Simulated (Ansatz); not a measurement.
The start is a generated cell, TiB2 placed in the CrSi2 structure type. The cell and all atomic positions are relaxed at zero pressure with r2SCAN (plane waves to 500 eV, PAW, scalar-relativistic; Ansatz, a quantum-chemistry and plane-wave program). The first steps use a 9×9×6 k-mesh.

Input geometry:
```yaml
crystal:
  lattice:
    - [4.07580, 0.00000, 0.00000]
    - [-2.03790, 3.52975, 0.00000]
    - [0.00000, 0.00000, 5.86210]
  atoms:
    - { symbol: Ti, position: [0.50000, 0.00000, 0.00000] }
    - { symbol: Ti, position: [0.50000, 0.50000, 0.33333] }
    - { symbol: Ti, position: [0.00000, 0.50000, 0.66667] }
    - { symbol: B, position: [0.16559, 0.33118, 0.00000] }
    - { symbol: B, position: [0.83441, 0.16559, 0.33333] }
    - { symbol: B, position: [0.66882, 0.83441, 0.66667] }
    - { symbol: B, position: [0.83441, 0.66882, 0.00000] }
    - { symbol: B, position: [0.16559, 0.83441, 0.33333] }
    - { symbol: B, position: [0.33118, 0.16559, 0.66667] }
```

### Question
How large is the pressure on the unrelaxed cell, and of which sign?

### Answer
+9.9 GPa (positive: the cell is compressed).

### Question
What is the largest force in the starting geometry, and on which atom (counted from 1)?

### Answer
0.09 eV/Å, on B4, B5, B6, B7, B8, B9 (atoms numbered as listed).

### Question
By how much does the energy per atom fall from start to end?

### Answer
0.17 eV/atom.

### Question
How does the volume change?

### Answer
+9.0 %, from 9.37 to 10.21 Å³/atom.

### Question
How do the shortest distances between atoms change?

### Answer
The closest pairs of elements (up to four, under 3.6 Å), start → end: B–Ti 2.28 → 2.15 Å; B–B 2.28 → 2.21 Å; Ti–Ti 2.82 → 2.90 Å.

### Question
Is the relaxed structure metallic? Give its gap.

### Answer
No gap (metallic).

### Question
Write out the relaxed structure.

### Answer

Space group P6₂22 (No. 180); a = b = 4.2297 Å, c = 5.9322 Å, α = β = 90.00°, γ = 120.00°

| atom | site | symmetry | x | y | z |
|---|---|---|---|---|---|
| Ti | 3c | 222 | 0.5000 | 0.0000 | 0.0000 |
| B | 6i | ..2 | 0.2071 | 0.4141 | 0.0000 |

The space group stays P6₂22 (No. 180) (the run could not lower it); the end is AFLOW prototype AB2_hP9_180_d_j (C40, as in CrSi2), with 9 atoms in the primitive cell. Final values are on a 13×13×8 k-mesh of the relaxed cell. No spin polarisation in the result.

The run could not lose the symmetry of its start, so the end can be a saddle point.

The relaxed structure here is a generated cell of TiB2: the first start was made by placing the elements on the sites of a structure type, and the end was not matched to a known phase here, so it may be hypothetical. Known forms of TiB2 include space group No. 191.
